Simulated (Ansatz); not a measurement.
HfO2:
```yaml
crystal:
  lattice:
    - [0.00000, 2.52190, 2.52190]
    - [2.52190, 0.00000, 2.52190]
    - [2.52190, 2.52190, 0.00000]
  atoms:
    - { symbol: Hf, position: [0.00000, 0.00000, 0.00000] }
    - { symbol: O, position: [0.25000, 0.25000, 0.25000] }
    - { symbol: O, position: [0.75000, 0.75000, 0.75000] }
```

Relaxed with PBEsol. Special points in fractions of this cell's reciprocal vectors: Γ (0.000, 0.000, 0.000); X (0.500, 0.000, 0.500); U (0.625, 0.250, 0.625); K (0.375, 0.375, 0.750); L (0.500, 0.500, 0.500); W (0.500, 0.250, 0.750).

Task: List the band energies nearest the valence-band maximum at these points for the program Ansatz at the PBEsol level (PAW).

Result: In eV from the valence-band maximum; about four levels below and three above (degenerate sets whole), none deeper than 8.9 eV; points with the same levels are listed once.

| k | below | above |
|---|---|---|
| Γ | -5.55 -5.55 -5.55 -0.63 -0.63 -0.63 | 3.81 3.81 5.71 |
| X | -3.55 -3.55 -1.63 -1.63 0.00 | 3.69 5.51 6.73 |
| U | -3.45 -2.36 -1.40 -0.35 | 4.25 5.43 7.00 |
| L | -3.17 -2.80 -1.88 -1.88 | 4.57 4.57 7.09 |
| W | -2.66 -2.66 -1.49 -0.21 | 4.77 5.14 7.16 7.16 |

Space group Fm-3m (fluorite). This is a known high-temperature phase of the composition, computed here at zero pressure and temperature. The cell was relaxed with PBEsol under the symmetry of its start; whether a distortion lowers the energy is not shown. The run is not spin-polarised. Spin–orbit coupling is left out wherever it is not named.

Potentials: the later of the program's two PAW sets.
